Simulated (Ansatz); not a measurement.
PbTe (rock salt)

```yaml
crystal:
  lattice:
    - [0.00000, 3.28451, 3.28451]
    - [3.28451, 0.00000, 3.28451]
    - [3.28451, 3.28451, 0.00000]
  atoms:
    - { symbol: Te, position: [0.00000, 0.00000, 0.00000] }
    - { symbol: Pb, position: [0.50000, 0.50000, 0.50000] }
```

Two-dimensional scan of atom 2 (Pb, nearest neighbour Te at 3.285 Å; its periodic images, 4.6 Å or more away, move with it): u runs along (1.000, 0.000, 0.000), v along (0.000, 0.000, 1.000) (Cartesian). Cell and other atoms are fixed.

All values below come from PBE (plane waves to 420 eV, PAW, scalar-relativistic; Ansatz, a first-principles code). k mesh 7×7×7 (Γ-centred), Fermi-Dirac smearing 0.05 eV. Compression counts positive. PbTe was relaxed with its symmetry unable to fall. Spin-orbit coupling is left out, though Pb and Te are heavy.

Changes of P (GPa) from the point u = 0.000 Å, v = 0.000 Å when one coordinate moves alone (two changes are said to add if the coupling is within 5 % of the smaller one, nearly so within 20 %):

```
point                      change
-------------------------  ------
u = 0.000 Å, v = -0.490 Å   2.907
u = 0.000 Å, v = -0.327 Å   1.183
u = 0.000 Å, v = -0.163 Å   0.279
u = -0.490 Å, v = 0.000 Å   2.907
u = -0.327 Å, v = 0.000 Å   1.183
u = -0.163 Å, v = 0.000 Å   0.279
u = 0.163 Å, v = 0.000 Å    0.279
u = 0.327 Å, v = 0.000 Å    1.183
u = 0.490 Å, v = 0.000 Å    2.907
u = 0.000 Å, v = 0.163 Å    0.279
u = 0.000 Å, v = 0.327 Å    1.183
u = 0.000 Å, v = 0.490 Å    2.907
```

Do the two effects add at u = 0.490 Å, v = -0.163 Å? Give the computed change.

The sum of the single changes is 2.907 + (0.279) = 3.186; the calculation gives 3.122, so the coupling contributes -0.064 (over 20 % of the smaller single change, not additive).

What is the change at u = -0.163 Å, v = -0.327 Å, where both move, and how far is it from the sum?

The sum of the single changes is 0.279 + (1.183) = 1.462; the calculation gives 1.439, so the coupling contributes -0.023 (under 20 % of the smaller single change, nearly additive).

(A displaced cell: forces are minus the slopes of the energy, force constants its curvatures, and phonons follow from these.)
